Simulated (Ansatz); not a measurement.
**Computed properties of SiC**

SiC:
```yaml
crystal:
  lattice:
    - [3.07938, 0.00000, 0.00000]
    - [-1.53969, 2.66682, 0.00000]
    - [0.00000, 0.00000, 20.13703]
  atoms:
    - { symbol: Si, position: [0.33333, 0.66667, 0.25011] }
    - { symbol: Si, position: [0.66667, 0.33333, 0.75011] }
    - { symbol: C, position: [0.33333, 0.66667, 0.96891] }
    - { symbol: C, position: [0.66667, 0.33333, 0.46891] }
    - { symbol: C, position: [0.00000, 0.00000, 0.09386] }
    - { symbol: C, position: [0.00000, 0.00000, 0.59386] }
    - { symbol: C, position: [0.33333, 0.66667, 0.34412] }
    - { symbol: C, position: [0.66667, 0.33333, 0.84412] }
    - { symbol: C, position: [0.33333, 0.66667, 0.71874] }
    - { symbol: C, position: [0.66667, 0.33333, 0.21874] }
    - { symbol: Si, position: [0.33333, 0.66667, 0.62499] }
    - { symbol: Si, position: [0.66667, 0.33333, 0.12499] }
    - { symbol: Si, position: [0.00000, 0.00000, 0.00009] }
    - { symbol: Si, position: [0.00000, 0.00000, 0.50009] }
    - { symbol: Si, position: [0.33333, 0.66667, 0.87518] }
    - { symbol: Si, position: [0.66667, 0.33333, 0.37518] }
```

Space group P6_3mc (No. 186); conventional cell a = 3.079 Å, b = 3.079 Å, c = 20.137 Å, α = 90.00°, β = 90.00°, γ = 120.00°.

Method: PBEsol (plane waves, PAW; program Ansatz). The cell and atoms are relaxed at this level. Other levels are named where they apply.

### Cell and energy

```
Item                                                           Value
-----------------------------------------------------  -------------
Volume per atom                                             10.34 Å³
Density                                                   3.22 g/cm³
Formation energy from the elements (no fitted shifts)  -262 meV/atom
```

### Electronic structure

```
Item                                                                           Value
--------------------------------------------  --------------------------------------
Band gap                                                          1.66 eV (indirect)
Valence-band maximum                                                            at Γ
Conduction-band minimum                                  at M (3 equivalent valleys)
Smallest direct gap on the standard path                                     2.75 eV
Electron effective mass                       0.23, 0.51, 0.57 mₑ (principal values)
Hole effective mass, band 1 of 2 at the edge           4.1 along x, 1.6 along z (mₑ)
Hole effective mass, band 2 of 2 at the edge          0.30 along x, 1.6 along z (mₑ)
HSE06 gap on the PBEsol cell                                                 2.66 eV
```

### Mechanics

```
Item                                                                                                          Value
-----------------------------------------------------------  ------------------------------------------------------
Bulk modulus (Birch–Murnaghan fit)                                                                          222 GPa
Pressure derivative B′                                                                                          3.9
Elastic constants (relaxed ions, GPa)                        C11 = 492, C12 = 115, C13 = 58.9, C33 = 545, C44 = 161
Mechanical stability                                                         stable (all eigenvalues of C positive)
Hill bulk and shear moduli                                                                          222 and 186 GPa
Young's modulus                                                                                             437 GPa
Poisson's ratio                                                                                                0.17
Debye temperature from the elastic constants                                                                 1140 K
Piezoelectric stress constants (proper, relaxed ions, C/m²)        e15 = e24 = -0.03, e31 = e32 = -0.05, e33 = 0.13
```

### Dielectric response

```
Property                                                                                  Value
--------------------------------------------------------  -------------------------------------
Electronic dielectric constant ε∞ (DFPT)                              7.09 (xx = yy), 7.30 (zz)
Static dielectric constant ε0 (ions relaxed, cell fixed)              10.4 (xx = yy), 10.8 (zz)
Born charges (a third of the trace)                       Si +2.65 to +2.75, C -2.74 to -2.71 e
Largest static χ(2) component                                                           29 pm/V
```

### Phonons

```
Item                                                                 Value
--------------------------------------------------  ----------------------
Highest zone-centre frequency (without LO–TO term)                943 cm⁻¹
Zone-centre stability                               no imaginary mode at Γ
```

The workflow started from an entry of the Crystallography Open Database (COD). Its sites differ from those of the usual phase in this space group: another stacking or structure type. Symmetry was held in the PBEsol relaxation. Signs of piezoelectric constants follow the polarity of the cell as given. The references are the lowest solids computed at this level, not always the standard phases.

Potentials: the later of the program's two PAW sets.
